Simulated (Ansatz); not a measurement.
TiB2, DFT, PBEsol, PAW with Ansatz's default frozen-core files, scalar-relativistic (Ansatz 0.2.0), run on 1 thread of Arm Neoverse V2 on a shared host.

The geometry is COD entry 2002799, unchecked; take it as a test cell. The listed cell was then made from it by scaling, straining or moving an atom.

Command: `ansatz run input.yaml --threads 1 --pin off --max-ram 6144MiB --backend cpu --events-out ev --progress --plain --runs-dir out`

```yaml
crystal:
  lattice:
    - [3.0291982016, 0.0, 0.0]
    - [-1.5145991008, 2.6233625957, 0.0]
    - [0.0, 0.0, 3.131548]
  atoms:
    - { symbol: Ti, position: [0.0, 0.0, 0.0] }
    - { symbol: B, position: [0.3333333333, 0.6666666667, 0.5] }
    - { symbol: B, position: [0.6666666667, 0.3333333333, 0.5] }
kpoints:
  mp_grid: { grid: [15, 15, 13] }
scf:
  occupations: { method: fermi_dirac, width: 0.08 }
hamiltonian:
  xc: pbesol
  pseudopotentials: { kind: paw }
output:
  forces: true
  stress: true
  eigenvalues: true
  efg: { contact_densities: true }
  write_density: true
  write_potential: true
  elf: true
  volumetric_format: npy
```

Problem. How large is the problem that the program sets up?

Solution. 189 irreducible k-points, 479 plane waves at Γ, 13 bands.

Problem. About how long does it take, and how much memory does it use?

Solution. 4.7 s of wall time for 6 SCF iterations, with a peak of 0.38 GiB. Times on shared machines scatter by tens of per cent.

Problem. And the same cell and mesh by all-electron PAW (datasets made for this crystal), asked for forces, stress, eigenvalues, efg, on the same hardware?

Solution. 13 s, peak memory 0.59 GiB.
